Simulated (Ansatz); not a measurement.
# Strain and field gradients in WS2

Cell: an entry of the Crystallography Open Database (COD) whose atoms were relaxed with PBE, the cell held.

```xyz
6
Lattice="3.1532 0.0000 0.0000 -1.5766 2.7308 0.0000 0.0000 0.0000 12.3230" Properties=species:S:1:pos:R:3 pbc="T T T"
W     0.0000    1.8205    3.0808
W     1.5766    0.9103    9.2423
S     0.0000    1.8205    7.6657
S     1.5766    0.9103    1.5042
S     0.0000    1.8205   10.8188
S     1.5766    0.9103    4.6573
```

Atom numbers follow the list; atoms alike are taken as one site, whose name carries the number of the first.

Computed with Ansatz: DFT, PBE, plane waves and PAW, scalar-relativistic, collinear spin, 420 eV cutoff, Γ-centred 16×16×4 k-points, Fermi–Dirac smearing 0.02 eV. Start moments as typed (μB): 2 on each W, none on the rest.

The cell is stretched along z (the third Cartesian axis of the run's cell), x and y held, and the ions relax again each time.

| strain along z (%) | W: V along z (10²¹ V/m²) | S: V along z (10²¹ V/m²) |
| --- | --- | --- |
| -3 | ? | ? |
| -2 | -17.24 | -4.26 |
| -1 | -17.08 | -4.28 |
| 0 | -16.96 | -4.29 |
| +1 | -16.86 | -4.30 |
| +2 | -16.79 | -4.32 |
| +3 | -16.74 | -4.34 |

**Question.** Estimate the row at -3 % from the others.

**Answer.** W: -17.43; S: -4.25. Worked for W: a straight line through the other 6 rows has a slope of 0.099 × 10²¹ V/m² per per cent of strain and gives -17.29 at -3 %, against -17.43 from the run; over all rows the step per per cent runs from 0.19 at the compressed end to 0.045 at the stretched end, so the response isn't a straight line. Worked for S: a straight line through the other 6 rows has a slope of -0.016 × 10²¹ V/m² per per cent of strain and gives -4.24 at -3 %, against -4.25 from the run; the response is too small for these digits to tell its shape.

Without spin–orbit coupling the gradients at and beside W can be off by some per cent, at some sites by more. The start moments die out, and the run ends without spin.
